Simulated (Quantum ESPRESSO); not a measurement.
Ge6GaN, input and log of a self-consistent run

Simulated, not a measurement. The program is pw.x of Quantum ESPRESSO 7.5 (plane-wave density functional theory). The cell is made up: 8 atoms on a zincblende/diamond lattice, with randomly drawn elements, strain and displacements, not relaxed. PseudoDojo standard norm-conserving files (v0.5 for PBE, v0.4.1 for LDA and PBEsol) set the functional; there is no spin polarisation, spin-orbit coupling or dispersion term, and the masses in the input are unused placeholders.

Input:

```
&control calculation='scf', pseudo_dir='./dojo.nc.sr.pbe.v0_5.standard.upf', outdir='./o', disk_io='low', tprnfor=.true., tstress=.true. /
&system ibrav=0, nat=8, ntyp=3, nbnd=61, ecutwfc=84.00895049, nosym=.true., tot_charge=0,
 occupations='smearing', smearing='fd', degauss=0.0073498644
/
&electrons conv_thr=7.350e-09, electron_maxstep=60, /
ATOMIC_SPECIES
Ga 1.0 Ga.upf
Ge 1.0 Ge.upf
N 1.0 N.upf
CELL_PARAMETERS angstrom
5.6919 0.0267 0.0014
0.0267 5.6597 0.0013
0.0014 0.0013 5.7186
ATOMIC_POSITIONS angstrom
Ge 0.0268 0.0207 -0.0062
Ga 0.0112 2.8068 2.6528
N 2.8243 0.0137 2.8921
Ge 2.8858 2.8522 0.0208
Ge 1.4236 1.4019 1.434
Ge 1.4374 4.2551 4.2759
Ge 4.2718 1.4473 4.3325
Ge 4.2701 4.19 1.4887
K_POINTS automatic
6 6 6 1 1 1
```

The log is shortened where brackets say so; the opening notice, blank lines, dates and the lines on written files are dropped, and the path of the files is cut. It prints rydbergs, bohrs and kilobars, and counts compression as positive stress.

```
     Program PWSCF v.7.5
     Parallel version (MPI & OpenMP), running on       4 processor cores
     Number of MPI processes:                 4
     Threads/MPI process:                     1
     [start-up lines left out]
     bravais-lattice index     =            0
     lattice parameter (alat)  =      10.7563  a.u.
     unit-cell volume          =    1243.1609 (a.u.)^3
     number of atoms/cell      =            8
     number of atomic types    =            3
     number of electrons       =       102.00
     number of Kohn-Sham states=           61
     kinetic-energy cutoff     =      84.0090  Ry
     charge density cutoff     =     336.0358  Ry
     scf convergence threshold =      7.3E-09
     mixing beta               =       0.7000
     number of iterations used =            8  plain     mixing
     Exchange-correlation= PBE
                           (   1   4   3   4   0   0   0)
     [axes and pseudopotential details left out]
   Cartesian axes
     site n.     atom                  positions (alat units)
         1        Ge     tau(   1) = (   0.0047084   0.0036367  -0.0010893  )
         2        Ga     tau(   2) = (   0.0019677   0.4931164   0.4660607  )
         3        N      tau(   3) = (   0.4961909   0.0024069   0.5081024  )
         4        Ge     tau(   4) = (   0.5069956   0.5010925   0.0036543  )
         5        Ge     tau(   5) = (   0.2501070   0.2462947   0.2519342  )
         6        Ge     tau(   6) = (   0.2525315   0.7475629   0.7512171  )
         7        Ge     tau(   7) = (   0.7504968   0.2542708   0.7611610  )
         8        Ge     tau(   8) = (   0.7501982   0.7361257   0.2615442  )
     number of k points=   108  Fermi-Dirac smearing, width (Ry)=  0.0073
     Number of k-points >= 100: set verbosity='high' to print them.
     Dense  grid:   129399 G-vectors     FFT dimensions: (  64,  64,  64)
     Estimated max dynamical RAM per process >     599.45 MB
     Estimated total dynamical RAM >       2.25 GB
     Initial potential from superposition of free atoms
     starting charge     101.9924, renormalised to     102.0000
     Starting wfcs are   67 randomized atomic wfcs
     total cpu time spent up to now is       14.3 secs
     per-process dynamical memory:   516.5 Mb
     Self-consistent Calculation
     iteration #  1     ecut=    84.01 Ry     beta= 0.70
     Davidson diagonalization with overlap
     ethr =  1.00E-02,  avg # of iterations =  3.4
     Threshold (ethr) on eigenvalues was too large:
     Diagonalizing with lowered threshold
     Davidson diagonalization with overlap
     ethr =  6.03E-04,  avg # of iterations =  2.0
     total cpu time spent up to now is       85.5 secs
     total energy              =   -1244.93030451 Ry
     estimated scf accuracy    <       0.61119470 Ry
     iteration #  2     ecut=    84.01 Ry     beta= 0.70
     Davidson diagonalization with overlap
     ethr =  5.99E-04,  avg # of iterations =  7.5
     total cpu time spent up to now is      125.0 secs
     total energy              =   -1244.68973266 Ry
     estimated scf accuracy    <       5.28232416 Ry
     iteration #  3     ecut=    84.01 Ry     beta= 0.70
     Davidson diagonalization with overlap
     ethr =  5.99E-04,  avg # of iterations =  5.2
     total cpu time spent up to now is      164.1 secs
     total energy              =   -1245.27295546 Ry
     estimated scf accuracy    <       0.02591140 Ry
     iteration #  4     ecut=    84.01 Ry     beta= 0.70
     Davidson diagonalization with overlap
     ethr =  2.54E-05,  avg # of iterations =  5.2
     total cpu time spent up to now is      203.9 secs
     total energy              =   -1245.27896731 Ry
     estimated scf accuracy    <       0.00594111 Ry
     iteration #  5     ecut=    84.01 Ry     beta= 0.70
     Davidson diagonalization with overlap
     ethr =  5.82E-06,  avg # of iterations =  3.7
     total cpu time spent up to now is      238.3 secs
     total energy              =   -1245.27989653 Ry
     estimated scf accuracy    <       0.00118561 Ry
     iteration #  6     ecut=    84.01 Ry     beta= 0.70
     Davidson diagonalization with overlap
     ethr =  1.16E-06,  avg # of iterations =  2.8
     total cpu time spent up to now is      270.8 secs
     total energy              =   -1245.28008285 Ry
     estimated scf accuracy    <       0.00023695 Ry
     iteration #  7     ecut=    84.01 Ry     beta= 0.70
     Davidson diagonalization with overlap
     ethr =  2.32E-07,  avg # of iterations =  2.0
     total cpu time spent up to now is      300.9 secs
     total energy              =   -1245.28012752 Ry
     estimated scf accuracy    <       0.00000429 Ry
     iteration #  8     ecut=    84.01 Ry     beta= 0.70
     Davidson diagonalization with overlap
     ethr =  4.21E-09,  avg # of iterations =  4.0
     total cpu time spent up to now is      336.7 secs
     total energy              =   -1245.28012877 Ry
     estimated scf accuracy    <       0.00000222 Ry
     iteration #  9     ecut=    84.01 Ry     beta= 0.70
     Davidson diagonalization with overlap
     ethr =  2.18E-09,  avg # of iterations =  2.0
     total cpu time spent up to now is      367.2 secs
     total energy              =   -1245.28012929 Ry
     estimated scf accuracy    <       0.00000020 Ry
     iteration # 10     ecut=    84.01 Ry     beta= 0.70
     Davidson diagonalization with overlap
     ethr =  1.93E-10,  avg # of iterations =  2.2
     total cpu time spent up to now is      398.7 secs
     total energy              =   -1245.28012933 Ry
     estimated scf accuracy    <       0.00000002 Ry
     iteration # 11     ecut=    84.01 Ry     beta= 0.70
     Davidson diagonalization with overlap
     ethr =  2.37E-11,  avg # of iterations =  3.0
     total cpu time spent up to now is      430.4 secs
     End of self-consistent calculation
     Number of k-points >= 100: set verbosity='high' to print the bands.
     the Fermi energy is     7.4031 ev
!    total energy              =   -1245.28012933 Ry
     estimated scf accuracy    <          3.2E-09 Ry
     smearing contrib. (-TS)   =      -0.00620714 Ry
     internal energy E=F+TS    =   -1245.27392219 Ry
     The total energy is F=E-TS. E is the sum of the following terms:
     one-electron contribution =    -672.75785800 Ry
     hartree contribution      =     403.14560970 Ry
     xc contribution           =    -309.24140457 Ry
     ewald contribution        =    -666.42026932 Ry
     convergence has been achieved in  11 iterations
     Forces acting on atoms (cartesian axes, Ry/au):
     atom    1 type  2   force =    -0.01549752   -0.02284639    0.01190740
     atom    2 type  1   force =     0.01217881   -0.00856233    0.08487946
     atom    3 type  3   force =    -0.00244019   -0.00585259    0.00237597
     atom    4 type  2   force =    -0.02270770   -0.00059385   -0.00248619
     atom    5 type  2   force =     0.06027947   -0.04387068    0.02218216
     atom    6 type  2   force =     0.02277698    0.01377796   -0.05422300
     atom    7 type  2   force =    -0.01136012   -0.01934657   -0.06559563
     atom    8 type  2   force =    -0.04322974    0.08729445    0.00095982
     Total force =     0.181365     Total SCF correction =     0.000391
     Computing stress (Cartesian axis) and pressure
          total   stress  (Ry/bohr**3)                   (kbar)     P=      -25.11
  -0.00015109  -0.00019454   0.00005938          -22.23      -28.62        8.73
  -0.00019454  -0.00016166   0.00007035          -28.62      -23.78       10.35
   0.00005938   0.00007035  -0.00019932            8.73       10.35      -29.32
     init_run     :     13.49s CPU     14.11s WALL (       1 calls)
     electrons    :    413.51s CPU    416.17s WALL (       1 calls)
     forces       :      4.52s CPU      4.53s WALL (       1 calls)
     stress       :     15.99s CPU     16.35s WALL (       1 calls)
     [timing details left out]
     PWSCF        :   7m27.92s CPU   7m31.66s WALL
     JOB DONE.
```

In other units: free energy -16942.899 eV for the cell, pressure -2.51 GPa, largest force component 2.244 eV/Å. A rerun of a related cell, with the same atoms placed differently, at 1437 eV and a 8 x 8 x 8 mesh moved values by no more than 0.004 eV in energy, 0.02 GPa in stress and 0.003 eV/Å in force.